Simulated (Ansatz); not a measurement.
ZnGaNO in space group Pna2_1 (No. 33; Zn on 4a, Ga on 4a, O on 4a, N on 4a), plane-wave PAW r²SCAN (Ansatz code), all energies at zero smearing, with the estimated change up to a 700 eV cutoff added, with one set of potentials and settings (totals compare only within such a set). Cell of 16 atoms (4 Zn, 4 Ga, 4 O, 4 N): -32284.745 eV.

```
element                            reference phase  E (eV/atom)
-------  -----------------------------------------  -----------
Zn                   P6_3/mmc, 2 atoms in the cell   -3325.6811
Ga                       Cmce, 4 atoms in the cell   -3790.2722
O        C2/m, 4 atoms in the cell, spin-polarised    -566.0346
N                        Pa-3, 8 atoms in the cell    -384.8341
```

Formation energy per atom, worked out: (-32284.745 − 4×(-3325.6811) − 4×(-3790.2722) − 4×(-566.0346) − 4×(-384.8341))/16 = -1.091 eV/atom (-105 kJ per mol of atoms), at 0 K, without zero-point energy or fitted corrections.

The start of the workflow was typed in or built on a structure type; neither database checked (COD, Materials Project) lists it. Whether it is the stable phase at ambient conditions was not checked. The cell was relaxed with r²SCAN under the symmetry of its start; whether a distortion lowers the energy is not shown. The references are the lowest solids computed at this level, not always the standard phases (solids in place of the gases).

Potentials: the earlier of the program's two PAW sets.
